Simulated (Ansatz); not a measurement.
**Vibrations of LuP (Fm-3m) by finite displacements**

```yaml
crystal:
  lattice:
    - [0.00000, 2.72358, 2.72358]
    - [2.72358, 0.00000, 2.72358]
    - [2.72358, 2.72358, 0.00000]
  atoms:
    - { symbol: Lu, position: [0.00000, 0.00000, 0.00000] }
    - { symbol: P, position: [0.50000, 0.50000, 0.50000] }
```

Computed, not measured; unless marked otherwise by PBEsol, all-electron LAPW in Ansatz 0.2.0, scalar-relativistic. k mesh 10×10×10, Fermi-Dirac smearing of 0.080 eV, basis error target 0.5 meV/atom. The cell was relaxed by PAW under this functional, which moved its volume by -4 % from the database entry's. The structure is one entry of a database and needn't be the stable phase.

Atoms are displaced by 0.01 Å in the smallest supercells that hold the wave vectors of a 2×2×2 mesh. Negative values stand for unstable modes.

Task: What are the phonon energies at the solved wave vectors, in THz?

Result: 

| q | point | modes (THz) |
| --- | --- | --- |
| 0.000 0.000 0.000 | Gamma | 7.80 (×3) |
| 0.500 0.000 0.000 | L | 3.15 (×2), 4.76, 8.21 (×2), 9.72 |
| 0.500 0.500 0.000 | X | 2.60 (×2), 3.20, 7.98 (×2), 9.13 |

Task: Is the structure dynamically stable at these wave vectors?

Result: Yes, no mode is unstable there; wave vectors off this mesh aren't tested.

Task: How do the optical zone-centre modes decompose, and which are active?

Result: Point group m-3m: Γ_opt = T1u.

```
label   THz  activity    mostly
  T1u  7.80        IR  P (85 %)
```

In a metal the activity is that of symmetry alone; free carriers screen the infrared modes.

Task: How well do frozen-core PAW files reproduce these all-electron values?

Result: With a cutoff of 420 eV and displacements of 0.0025 Å, the r.m.s. difference over the modes is 0.2 cm⁻¹; the largest difference is 260.5 (PAW) against 260.2 cm⁻¹ (LAPW).

Task: The cell is scaled evenly to 39.598 and 41.214 Å³ (from 40.406), with free atoms relaxed and the shape held. What are the mode Grüneisen parameters γ = −d ln ω/d ln V?

Result: For the highest mode, 331.0 cm⁻¹ in the small cell and 317.6 in the large one give γ ≈ 1.03. From the change of the dynamical matrix on each mode:

```json
{"point": "Gamma", "cm⁻¹": "260.2", "γ": "2.06"}
{"point": "L", "cm⁻¹": "104.9", "γ": "2.15"}
{"point": "L", "cm⁻¹": "158.6", "γ": "1.07"}
{"point": "L", "cm⁻¹": "273.9", "γ": "1.53"}
{"point": "L", "cm⁻¹": "324.4", "γ": "1.03"}
{"point": "X", "cm⁻¹": "86.7", "γ": "0.85"}
{"point": "X", "cm⁻¹": "106.8", "γ": "0.83"}
{"point": "X", "cm⁻¹": "266.0", "γ": "1.90"}
{"point": "X", "cm⁻¹": "304.4", "γ": "1.42"}
```

Weighted by the modes' heat capacities at 300 K, the mean on this mesh is 1.49; it moves with the q mesh, and a coarse one overweights the zone boundary.

Known limits: responses of metals move with mesh and smearing; the frozen-core PAW files of the compared runs were fitted under PBE, their cores solved anew for this functional.
